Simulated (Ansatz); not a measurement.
TiB$_{2}$ in space group Fddd (No. 70; B on 16f, Ti on 8a) under volume change, the program Ansatz at the PBE level (PAW), shape and atoms relaxed at each volume.

```json
[
 {"V (Å³/atom)": "8.775", "E − E(relaxed) (meV/atom)": "52.2", "P (GPa)": "20.89"},
 {"V (Å³/atom)": "9.064", "E − E(relaxed) (meV/atom)": "22.0", "P (GPa)": "12.83"},
 {"V (Å³/atom)": "9.353", "E − E(relaxed) (meV/atom)": "5.2", "P (GPa)": "5.92"},
 {"V (Å³/atom)": "9.643", "E − E(relaxed) (meV/atom)": "0.0", "P (GPa)": "0.01"},
 {"V (Å³/atom)": "9.932", "E − E(relaxed) (meV/atom)": "4.7", "P (GPa)": "-5.06"},
 {"V (Å³/atom)": "10.221", "E − E(relaxed) (meV/atom)": "17.8", "P (GPa)": "-9.38"},
 {"V (Å³/atom)": "10.511", "E − E(relaxed) (meV/atom)": "38.2", "P (GPa)": "-13.06"}
]
```

Problem. What does a third-order Birch–Murnaghan fit give for V₀, B₀ and B′?

Solution. V₀ = 9.64 Å³/atom, B₀ = 182 GPa, B′ = 4.2.

The cell is a constructed one: a structure type filled with these elements; neither database checked (COD, Materials Project) lists it. It is not the phase usual at ambient conditions (space group No. 191). The cell was relaxed with PBE under the symmetry of its start; whether a distortion lowers the energy is not shown. The run is not spin-polarised.

Potentials: the later of the program's two PAW sets.
